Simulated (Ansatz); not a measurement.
**HfO₂, first-principles data**

HfO2:
```cif
data_Hf2O4
_chemical_formula_sum 'Hf2 O4'
_space_group_name_H-M_alt 'P42/nmc :1'
_space_group_IT_number 137
_space_group_name_Hall 'P 4n 2n -1n'
_cell_length_a 3.57671
_cell_length_b 3.57671
_cell_length_c 5.18463
_cell_angle_alpha 90.000
_cell_angle_beta 90.000
_cell_angle_gamma 90.000
loop_
_space_group_symop_operation_xyz
  'x, y, z'
  '-y+1/2, x+1/2, z+1/2'
  '-x, -y, z'
  'y+1/2, -x+1/2, z+1/2'
  'x+1/2, -y+1/2, -z+1/2'
  '-y, -x, -z'
  '-x+1/2, y+1/2, -z+1/2'
  'y, x, -z'
  '-x+1/2, -y+1/2, -z+1/2'
  'y, -x, -z'
  'x+1/2, y+1/2, -z+1/2'
  '-y, x, -z'
  '-x, y, z'
  'y+1/2, x+1/2, z+1/2'
  'x, -y, z'
  '-y+1/2, -x+1/2, z+1/2'
loop_
_atom_site_label
_atom_site_type_symbol
_atom_site_symmetry_multiplicity
_atom_site_Wyckoff_symbol
_atom_site_fract_x
_atom_site_fract_y
_atom_site_fract_z
_atom_site_occupancy
Hf1 Hf 2 a 0.00000 0.00000 0.00000 1
O1 O 4 d 0.00000 0.50000 0.19901 1
```

Space group P4_2/nmc (No. 137); conventional cell a = 3.577 Å, b = 3.577 Å, c = 5.185 Å, α = 90.00°, β = 90.00°, γ = 90.00°.

Method: the program Ansatz at the HSE06 level (PAW). Structure relaxed to zero pressure with the same functional. Other levels are named where they apply.

### Cell and energy

```
Quantity               Value
---------------  -----------
Volume per atom     11.05 Å³
Density          10.54 g/cm³
```

### Electronic structure

```
Item                                                                                              Result
----------------------------------------  --------------------------------------------------------------
Band gap                                                                              6.33 eV (indirect)
Valence-band maximum                                                                                at Z
Conduction-band minimum                                                                             at Γ
Smallest direct gap on the standard path                                                         6.41 eV
Gap with spin–orbit coupling              6.34 eV (at the special points and the edges found without it)
```

### Mechanics

```
Item                                 Result
----------------------------------  -------
Bulk modulus (Birch–Murnaghan fit)  189 GPa
Pressure derivative B′                  6.1
```

### Charges

```
Property                    Result
-------------  -------------------
Bader charges  Hf +2.79, O -1.40 e
```

This is a known high-temperature phase of the composition, computed here at zero pressure and temperature. The HSE06 relaxation kept the symmetry of its start; whether a distortion lowers the energy is not shown. The run is not spin-polarised. The hybrid was solved on a coarse mesh, the path and, where they were found, the r²SCAN edge points; its band edges are the extreme levels among these. Scalar-relativistic: spin–orbit coupling is off unless named, which matters more the heavier the elements.

Potentials: the earlier of the program's two PAW sets.
